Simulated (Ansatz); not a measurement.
# Computed properties of ZnS

ZnS:
```cif
data_S2Zn2
_chemical_formula_sum 'Zn2 S2'
_space_group_name_H-M_alt 'P63/mmc'
_space_group_IT_number 194
_space_group_name_Hall '-P 6c 2c'
_cell_length_a 3.59901
_cell_length_b 3.59901
_cell_length_c 5.90006
_cell_angle_alpha 90.000
_cell_angle_beta 90.000
_cell_angle_gamma 120.000
loop_
_atom_site_label
_atom_site_type_symbol
_atom_site_symmetry_multiplicity
_atom_site_Wyckoff_symbol
_atom_site_fract_x
_atom_site_fract_y
_atom_site_fract_z
_atom_site_occupancy
Zn1 Zn 2 a 0.00000 0.00000 0.00000 1
S1 S 2 c 0.33333 0.66667 0.25000 1
```

Space group P6_3/mmc (No. 194), NiAs type; conventional cell a = b = 3.5990 Å, c = 5.9001 Å, α = β = 90.00°, γ = 120.00°.

Method: DFT-HSE06 in the program Ansatz with PAW potentials. Geometry: relaxed at this level of theory. Other levels are named where they apply.

**Cell and energy**

| Quantity | Value |
|---|---|
| Volume per atom | 16.55 Å³ |
| Density | 4.89 g/cm³ |

**Electronic structure**

| Item | Result |
|---|---|
| Band gap | 1.48 eV (indirect) |
| Valence-band maximum | on the Γ–M line, 36 % of the way from Γ |
| Conduction-band minimum | at K (2 equivalent valleys) |
| Smallest direct gap on the standard path | 2.86 eV |

**Mechanics**

| Property | Value |
|---|---|
| Bulk modulus (Birch–Murnaghan fit) | 95.0 GPa |
| Pressure derivative B′ | 4.4 |

**Charges**

| Property | Value |
|---|---|
| Bader charges | Zn +1.06, S -1.06 e |

A made-up cell: these elements were put on the sites of a structure type; neither database checked (COD, Materials Project) lists it. It is not the phase usual at ambient conditions (space group No. 186, 216). The HSE06 relaxation kept the symmetry of its start; its stability against distortions is not shown here. The hybrid was solved on a coarse mesh, the path and, where they were found, the r²SCAN edge points; its band edges are the extreme levels among these.

Potentials: the later of the program's two PAW sets.
